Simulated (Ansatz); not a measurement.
## Elastic constants of Tl (P6_3/mmc) under pressure

```
Tl
1.0
     3.41076    0.00000    0.00000
    -1.70538    2.95380    0.00000
     0.00000    0.00000    5.41642
Tl
2
Cartesian
  0.0000 1.9692 1.3541
  1.7054 0.9846 4.0623
```

This is the zero-pressure cell. At each pressure cell and atoms are relaxed in this structure, and the constants are slopes of the stress at strains of ±0.005 with relaxed ions (the coefficients that govern stability under load). Level: LDA, PAW on Ansatz 0.2.0's default frozen-core files (fitted under PBE), scalar-relativistic; k mesh 16×16×10, strains of ±0.005, Fermi-Dirac smearing of 0.100 eV, cutoff 420 eV. P is the pressure of the relaxed cell, less that of this one.

```tsv
P (GPa)	V/V₀	C11 (GPa)	C12 (GPa)	C13 (GPa)	C33 (GPa)	C44 (GPa)
0.00	1.0000	50.3	42.8	31.3	75.9	9.8
0.98	0.9787	56.6	47.8	35.4	84.1	10.8
1.97	?	?	?	?	?	?
3.98	0.9270	75.9	62.7	47.4	106.6	13.1
6.98	0.8884	93.7	76.7	59.0	127.6	15.0
9.95	0.8578	110.9	90.4	70.2	147.1	16.4
14.98	0.8169	138.7	113.3	88.3	179.9	18.3
```

Task: Does the bulk modulus from the constants agree with the pressure-volume curve?

Result: A third-order Birch-Murnaghan fit to the volumes shown (F against f, f = [(V₀/V)^(2/3) − 1]/2) gives B₀ = 42.9 GPa and B′ = 5.4. Its −V dP/dV stands beside the Reuss value 1/ΣS_ij (i, j ≤ 3):

```csv
P (GPa),from P(V),from the constants
0.00,42.9,42.6
0.98,48.1,47.9
3.98,63.4,63.4
6.98,77.9,78.0
9.95,91.8,92.0
14.98,114.5,115.0
```

Task: What are the pressure derivatives at zero pressure?

Result: Slopes at V₀ of quadratic fits in −ln(V/V₀) through the first four rows shown, divided by B₀: dC11/dP = 6.7, dC12/dP = 5.1, dC13/dP = 4.1, dC33/dP = 8.1, dC44/dP = 1.0. The mean slopes up to 4.0 GPa are 6.4, 5.0, 4.0, 7.7, 0.8; curvature and scatter of the constants part the two.

Task: Fill the row at 1.97 GPa.

Result: Cubic fits in −ln(V/V₀) through all rows shown give C11 = 63.2, C12 = 52.9, C13 = 39.4, C33 = 91.9, C44 = 11.6 GPa. Computed: V/V₀ = 0.9596, C11 (GPa) = 63.2, C12 (GPa) = 52.9, C13 (GPa) = 39.4, C33 (GPa) = 91.9, C44 (GPa) = 11.6.

Task: Does a shear stiffness soften?

Result: C44 goes from 9.8 to 18.3 GPa; (C11 − C12)/2 goes from 3.8 to 12.7 GPa. Neither ends more than 3 % under its start, and the lattice stays mechanically stable over this range.

Keep in mind: no other phase was computed; many crystals of this kind change structure within this range, and rows or crossings beyond such a change describe a metastable lattice; frozen-core PAW files fitted under PBE, their cores solved anew for the functional of the run; responses of metals move with mesh and smearing; no spin-orbit coupling on heavy atoms; elastic stability says nothing of phonons or of other phases; phonons weren't checked at these pressures.
